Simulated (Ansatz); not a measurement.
## SbAu: levels with and without spin–orbit coupling

```
CELL_PARAMETERS angstrom
0.00000 3.11088 3.11088
3.11088 0.00000 3.11088
3.11088 3.11088 0.00000
ATOMIC_POSITIONS crystal
Au 0.00000 0.00000 0.00000
Sb 0.25000 0.25000 0.25000
```

Atoms are numbered in the order listed.

The structure comes from a relaxation in the same program, started in the zincblende type, and has space group F-43m. Whether it is a known phase or the ground state wasn't checked.

Levels of theory: DFT, PBE, all-electron LAPW, scalar-relativistic (Ansatz 0.2.0); DFT, PBE, all-electron LAPW, Dirac equation with spin-orbit coupling (Ansatz 0.2.0).

Settings: a Γ-centred 10×10×10 k mesh, Fermi–Dirac smearing of 0.08 eV, basis error target 1 meV/atom, no spin polarisation.

Levels between -8 and 5 eV, each run counted from its own valence-band top where it has a gap, else its Fermi level. Scalar levels are listed once for both spins; with the coupling every spinor state is counted. Levels near the edges of the range can cross them.

Task: At Γ (0.000, 0.000, 0.000) the scalar-relativistic levels are -5.14 (×3), -4.16 (×2), 2.18, 2.68 (×3). What are they with spin–orbit coupling?

Result: -5.67 (×4), -4.81 (×2), -3.90 (×4), 2.20 (×2), 2.26 (×2), 2.90 (×4), 4.68 (×2).

Task: At U (-0.375, -0.375, 0.250) the scalar-relativistic levels are -5.21, -4.61, -4.47, -4.13, -4.06, -3.29, -1.70, -0.28, 4.00. What are they with spin–orbit coupling?

Result: -5.62, -5.40, -5.25, -4.88, -4.82, -4.51, -4.07, -3.96, -3.69, -3.61, -3.19, -2.88, -1.79, -1.58, -0.35, -0.25, 3.98, 4.05.

Task: At X (-0.500, -0.500, 0.000) the scalar-relativistic levels are -5.52, -4.48 (×2), -4.05, -3.68, -3.57, -0.89 (×2), 3.67, 3.84. What are they with spin–orbit coupling?

Result: -5.71 (×2), -4.93 (×2), -4.87 (×2), -3.77 (×2), -3.34 (×2), -3.28 (×2), -0.93 (×2), -0.89 (×2), 3.70 (×2), 3.86 (×2).
